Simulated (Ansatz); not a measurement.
Relaxed Cu (fcc, Cu type):

```
Cu
1.0
    0.00000     3.62969     3.62969
    1.81485     1.81485     3.62969
    1.81485     1.81485     0.00000
Cu
2
Direct
  0.00000   0.00000   0.00000
  0.50000   0.00000   0.00000
```

The atoms are displaced by Q × the pattern below (from a DFPT mode at X = (0.5, 0.5, 0.0), largest move 1; Q in Å), at fixed cell. (q is in reciprocal vectors of the primitive cell; the cell shown is doubled to hold the pattern.)

| atom | x | y | z |
|---|---|---|---|
| Cu1 | 0.000 | 0.000 | -1.000 |
| Cu2 | 0.000 | 0.000 | 1.000 |

Calculation: PBE (plane waves to 420 eV, PAW, scalar-relativistic; Ansatz, an electronic-structure program). k mesh 22×22×22 (Γ-centred), Fermi-Dirac smearing 0.05 eV. The energy includes the smearing's −TS. With partly filled bands, energies and forces of such displacements shift with the k mesh and the smearing. Cu is run without spin polarisation. Cu was relaxed with its symmetry unable to fall. The zero of ΔE is the undisplaced structure. The last digit holds for this mesh only.

```json
[
 {"Q (Å)": "-0.180", "ΔE (meV/cell)": "449.8"},
 {"Q (Å)": "-0.150", "ΔE (meV/cell)": "308.1"},
 {"Q (Å)": "-0.120", "ΔE (meV/cell)": "withheld"},
 {"Q (Å)": "-0.090", "ΔE (meV/cell)": "108.6"},
 {"Q (Å)": "-0.060", "ΔE (meV/cell)": "47.9"},
 {"Q (Å)": "-0.030", "ΔE (meV/cell)": "11.9"},
 {"Q (Å)": "0.000", "ΔE (meV/cell)": "0.0"},
 {"Q (Å)": "0.030", "ΔE (meV/cell)": "11.9"},
 {"Q (Å)": "0.060", "ΔE (meV/cell)": "47.9"},
 {"Q (Å)": "0.090", "ΔE (meV/cell)": "108.6"},
 {"Q (Å)": "0.120", "ΔE (meV/cell)": "withheld"},
 {"Q (Å)": "0.150", "ΔE (meV/cell)": "308.1"},
 {"Q (Å)": "0.180", "ΔE (meV/cell)": "449.8"}
]
```

**Question.** Fit an even polynomial form (powers 2, 4) to the given rows and predict ΔE at Q = 0.120.

**Answer.** Least squares on the 11 given rows: ΔE = (13250)·Q² + (19460)·Q⁴, in meV/cell with Q in Å; root-mean-square residual 0.07 meV/cell. At 0.120 the fit gives 194.8 meV/cell; the calculation gives 194.9 meV/cell, so the interpolation is off by -0.1 (-0.1 %). The quadratic term alone would give 190.8 meV/cell.

(For displaced atoms, the force is minus the slope of the energy, and its curvature is a force constant, which sets phonon frequencies.)
